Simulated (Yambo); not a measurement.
Yambo run on CuI (space group P-3m1, No. 164). The wavefunctions are PBEsol (Quantum ESPRESSO, PseudoDojo norm-conserving, 92 Ry, no spin-orbit coupling) ones on a 3×3×2 mesh (26 occupied bands); a = b = 4.0675 Å, c = 7.0955 Å, α = β = 90.00°, γ = 120.00°.

Yambo input:

```
rim_cut
gw0
dyson
el_el_corr
HF_and_locXC
ppa
em1d
RandQpts= 1000000
RandGvec= 1 Ry
EXXRLvcs= 92 Ry
VXCRLvcs= 368 Ry
Chimod= "HARTREE"
% BndsRnXp
 9 | 209 |
%
NGsBlkXp= 7 Ry
% LongDrXp
 1.0 | 1.0 | 1.0 |
%
PPAPntXp= 27.2114 eV
% GbndRnge
 1 | 209 |
%
GTermKind= "BG"
DysSolver= "n"
ExtendOut
% QPkrange
 1 | 1 | 26 | 27 |
%
```

k points by index: 1 = Γ.

Resulting energies as the program prints them:

```
#    K-point    Band    Eo [eV]    E [eV]    E-Eo [eV]    Vxc [eV]    Vnlxc [eV]    Sc|Eo [eV]    Sc|E [eV]    dSc/dw|Eo [eV]    Re(Z)    Im(Z)
#
    1    26    0.000000    -0.680008    -0.680008    -20.29684    -24.83208    3.653719    3.855227    -8.061939    0.771441    -0.001508
    1    27    1.481421    1.846222    0.364801    -10.65453    -6.443873    -3.762422    -3.845855    -6.221594    0.813906    -0.001286
```
(The two width columns are left out.) Convergence of these settings isn't established.

Geometry relaxed with PBE+D3(BJ).

This is not the ordinary phase of the substance; no match was found in the copy of COD used, and its stability was not checked.
